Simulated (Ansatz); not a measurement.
The end of the path is a generated cell of YGe: the first start was made by placing the elements on the sites of a structure type, and the end was not matched to a known phase here, so it may be hypothetical.

A geometry of YGe away from equilibrium: the start of the relaxation of a generated cell, YGe placed in the AFLOW prototype AB_tI16_140_ab_h (B37, as in TlSe). Method: r2SCAN (plane waves to 500 eV, PAW, scalar-relativistic; Ansatz, a quantum-chemistry and plane-wave program). Γ-centred k-mesh 7×7×7 on the run's cell, Fermi–Dirac smearing 0.05 eV.

```xyz
8
Lattice="-3.8915 3.8915 3.3972 3.8915 -3.8915 3.3972 3.8915 3.8915 -3.3972" Properties=species:S:1:pos:R:3 pbc="T T T"
Y      0.0000     0.0000     5.0958
Y      0.0000     0.0000     1.6986
Y      3.8915     0.0000     1.6986
Y      0.0000     3.8915     1.6986
Ge     5.2846     1.3931     0.0000
Ge     1.3931     2.4983     0.0000
Ge     2.4983     1.3931     3.3972
Ge    -1.3931     2.4983     3.3972
```

Predict the force on each atom, in eV/Å.


```tsv
atom	Fx	Fy	Fz
Y1	0.00	0.00	0.00
Y2	0.00	0.00	0.00
Y3	0.00	0.00	0.00
Y4	0.00	0.00	0.00
Ge5	2.53	2.53	0.00
Ge6	2.53	-2.53	0.00
Ge7	-2.53	2.53	0.00
Ge8	-2.53	-2.53	0.00
```

What is the pressure?

+4.5 GPa, compression positive.

How much energy per atom can still be gained by relaxing?

0.60 eV/atom; the path ends in P4/mmm (No. 123).

No spin polarisation in the result. The relaxed primitive cell holds an odd number of electrons. A magnetic state may lie lower.

The run could not lose the symmetry of its start, so the end can be a saddle point.
